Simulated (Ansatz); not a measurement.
Ta₃Ga₂:
```xyz
10
Lattice="6.8555 0.0000 0.0000 0.0000 6.8555 0.0000 0.0000 0.0000 3.4959" Properties=species:S:1:pos:R:3 pbc="T T T"
Ta     4.6299     5.6533     1.7479
Ta     2.2256     1.2021     1.7479
Ta     1.2021     4.6299     1.7479
Ta     5.6533     2.2256     1.7479
Ta     3.4277     3.4277     0.0000
Ta     0.0000     0.0000     0.0000
Ga     4.2889     0.8612     0.0000
Ga     2.5666     5.9943     0.0000
Ga     5.9943     4.2889     0.0000
Ga     0.8612     2.5666     0.0000
```

This is the r²SCAN-relaxed structure.

### Question
All from plane-wave PAW r²SCAN (Ansatz code), unless another level is named. Give the density of states at the Fermi level.

### Answer
0.29 states/eV per atom (mean over ±0.08 eV).

### Question
Give the formation energy from the elements (no fitted shifts).

### Answer
-0.36 eV/atom.

Space group P4/mbm. The workflow started from a Materials Project entry (that database holds measured and hypothetical structures alike); the Crystallography Open Database copy checked does not list it. Its standing as an ambient phase is unchecked. The cell was relaxed with r²SCAN under the symmetry of its start; whether a distortion lowers the energy is not shown. No spin polarisation was allowed. The references are the lowest solids computed at this level, not always the standard phases. Scalar-relativistic: spin–orbit coupling is off unless named, which matters more the heavier the elements.

Potentials: the earlier of the program's two PAW sets.
